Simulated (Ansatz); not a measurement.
**NiGe — ⁷³Ge nuclear quadrupole resonance**

Cell: a computed structure from the Materials Project (it need not be an observed phase).

Space group Pnma (No. 62); a = 5.3297, b = 3.4509, c = 5.7707 Å.

| site | Wyckoff | site symmetry | x | y | z |
| --- | --- | --- | --- | --- | --- |
| Ni | 4c | .m. | 0.5055 | 0.2500 | 0.6907 |
| Ge | 4c | .m. | 0.6897 | 0.2500 | 0.0870 |

One atom of each set is listed.

Method: Kohn–Sham DFT in Ansatz, r2SCAN, plane waves and PAW, scalar-relativistic, collinear spin, 500 eV cutoff, Γ-centred 6×10×6 k-points, Fermi–Dirac smearing 0.05 eV. Start moments as typed (μB): 1.5 on each Ni, none on the rest.

⁷³Ge: I = 9/2, Q = -196.0 mb (year-2017 value). Static lattice, zero field.

Task: At which frequencies do the ⁷³Ge NQR lines lie?

Result: For I = 9/2 and η = 0 the lines are |C_Q|/24 times 1, 2, 3 and 4; η shifts the lowest up most. At large η the states mix, and weaker lines appear at sums of the main ones; lines under 5 % of the strongest are left out.

| site | atoms | V_zz (10²¹ V/m²) | C_Q (MHz) | η | line frequencies (MHz) |
| --- | --- | --- | --- | --- | --- |
| Ge | 4 | 6.28 | -29.7 | 0.93 | 2.94, 3.14, 4.31, 4.59, 6.08 |

The program didn't check the stability of this electronic state in full, so a lower one may lie near. With no gap above 0.1 eV, as in a metal, the gradients converge slowly in k; expect changes of a tenth or more on a denser mesh. The start moments die out, and the run ends without spin.
